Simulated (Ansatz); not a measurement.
A scan (energy against volume; even scaling of the relaxed cell, symmetry kept) gave these values. Calculation: r2SCAN (plane waves to 500 eV, PAW, scalar-relativistic; Ansatz, a first-principles code).

The bulk modulus B₀ (third-order Birch-Murnaghan fit) comes out as 51.5 GPa and the pressure derivative B₀′ (fit) is 4.4. The equilibrium volume of the fit is 31.45 Å³/atom.

### Question
Of these crystals, all scanned alike, which one is it?
A. C (diamond)
B. CsHgCl₃ (cubic perovskite)
C. LaTl (CsCl type)
D. NiO (rock salt)

### Answer
C, LaTl (CsCl type). The others have, for the bulk modulus: CsHgCl3 33.9 GPa, C 451 GPa, NiO 215 GPa

All were relaxed with their symmetry unable to fall. At this level the bands of CsHgCl3 touch or barely overlap. LaTl is run without spin polarisation. NiO is run spin-polarised and with no Hubbard U; the real compound is an antiferromagnetic insulator, a state that this run doesn't describe. Relaxed NiO ends ferromagnetic. Spin-orbit coupling is left out. Other magnetic orders were not checked, so this need not be the ground state. (This holds for the magnetic or f-shell members.)

(A scan under strain: stresses follow from slopes of the energy per volume, elastic moduli from its curvatures.)
